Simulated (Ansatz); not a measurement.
Problem. Each is relaxed and computed with the program Ansatz at the LDA level (PAW). Which is the only one with a gap?
(A) LiCl, rock salt
(B) ScAs, rock salt
(C) SiW, rock salt
(D) SnSb, rock salt

Solution. A, LiCl, rock salt. LiCl: gap 6.48 eV (indirect); ScAs: metal; SiW: metal; SnSb: metal. Constructed cells (a structure type filled with these elements, in neither database checked): SiW, rock salt. Standing as an ambient phase not checked: ScAs, rock salt; SnSb, rock salt. Unstable at this level: SiW, rock salt. All cells were relaxed under the symmetry of their starts (and spin orders); stability against distortions was not tested throughout. Rows with no word on spin ran without spin polarisation. Scalar-relativistic: spin–orbit coupling is off unless named, which matters more the heavier the elements.

Potentials: the later of the program's two PAW sets.
